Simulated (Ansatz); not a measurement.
CaTl (CsCl type, Pm-3m) at seven volumes, PBEsol in the plane-wave PAW code Ansatz, scaled uniformly. One row is withheld.

```tsv
V (Å³/atom)	P (GPa)
25.342	4.28
26.177	2.60
27.012	1.19
27.848	0.00
28.683	?
29.519	-1.84
30.354	-2.56
```

Fit the shown pressures and predict the withheld one.

P = (3/2)B₀(x^(7/2) − x^(5/2))[1 + (3/4)(B′ − 4)(x − 1)] with x = (V₀/V)^(2/3). Least squares on the six rows gives V₀ = 27.849 Å³/atom, B₀ = 36.3 GPa, B′ = 4.70. At V = 28.683, x = 0.9805 and P = -1.00 GPa. The run itself gave -1.00 GPa.

The workflow started from an entry of the Crystallography Open Database (COD). Whether it is the stable phase at ambient conditions was not checked. The cell was relaxed with PBEsol under the symmetry of its start; its stability against distortions is not shown here. Spin–orbit coupling is left out wherever it is not named.

Potentials: the later of the program's two PAW sets.
